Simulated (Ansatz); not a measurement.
ZrO2 in space group P2_1/c (No. 14; Zr on 4e, O on 4e, O on 4e), LDA in the plane-wave PAW code Ansatz, all energies at zero smearing, with the estimated change up to a 700 eV cutoff added, with one set of potentials and settings (totals compare only within such a set). Cell of 12 atoms (4 Zr, 8 O): -20774.653 eV.

| element | reference phase | E (eV/atom) |
|---|---|---|
| Zr | P6/mmm, 3 atoms in the cell | -4077.4793 |
| O | C2/m, 4 atoms in the cell, spin-polarised | -552.6518 |

Formation energy per atom, worked out: (-20774.653 − 4×(-4077.4793) − 8×(-552.6518))/12 = -3.627 eV/atom (-350 kJ per mol of atoms), at 0 K, without zero-point energy or fitted corrections.

The cell was relaxed with LDA under the symmetry of its start. No spin polarisation was allowed. The references are the lowest solids computed at this level, not always the standard phases (solids in place of the gases).

Potentials: the later of the program's two PAW sets.
